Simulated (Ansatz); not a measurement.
MnZn$_{3}$:
```
MnZn3
1.0
    3.80945     0.00000     0.00000
    0.00000     3.80945     0.00000
    0.00000     0.00000     3.80945
Mn Zn
1 3
Cartesian
  0.00000   0.00000   0.00000
  0.00000   1.90473   1.90473
  1.90473   0.00000   1.90473
  1.90473   1.90473   0.00000
```
Starting moments (μB, in the order of the atoms Mn Zn Zn Zn): 3.7 0.0 0.0 0.0.

Relaxed with r²SCAN. Special points in fractions of this cell's reciprocal vectors: Γ (0.000, 0.000, 0.000); X (0.000, 0.500, 0.000); M (0.500, 0.500, 0.000); R (0.500, 0.500, 0.500).

List the band energies nearest the Fermi level at these points for r²SCAN (plane waves, PAW; program Ansatz).

In eV from the Fermi level; about four levels below and three above (degenerate sets whole), none deeper than 8.9 eV; points with the same levels are listed once.

| k | below | above |
|---|---|---|
| Γ ↑ | -2.41 -2.41 -2.41 -0.37 -0.37 -0.37 | 3.91 3.91 4.56 |
| X ↑ | -3.20 -3.20 -2.59 -2.44 | 3.73 3.73 3.77 3.77 |
| M ↑ | -3.01 -3.01 -2.66 -1.71 -1.33 | 5.98 7.11 7.11 |
| R ↑ | -2.52 -2.52 -2.39 -2.39 -2.39 | 0.93 0.93 0.93 |
| Γ ↓ | -0.51 -0.51 -0.51 -0.42 -0.42 | 1.65 1.65 1.65 |
| X ↓ | -6.90 -0.33 -0.33 -0.06 | 1.64 1.97 3.87 3.87 |
| M ↓ | -5.96 -4.41 -4.41 -3.97 | 0.43 0.43 2.09 |
| R ↓ | -2.62 -2.62 -2.62 -2.43 -2.43 -2.43 | 2.27 2.27 3.26 |

Space group Pm-3m (Cu3Au type). The workflow started from an entry of the Crystallography Open Database (COD). Whether it is the stable phase at ambient conditions was not checked. The r²SCAN relaxation kept the symmetry of its start; its stability against distortions is not shown here. Spin order of the final state: ferromagnetic, the only order run, not a proven ground state. The cell computed holds one magnetic atom, so no antiferromagnetic order was within reach. Other orbital occupations within this spin state were not tried. For itinerant 3d metals, meta-GGAs of the SCAN family and hybrids are commonly reported to give too large moments.

Potentials: the later of the program's two PAW sets.
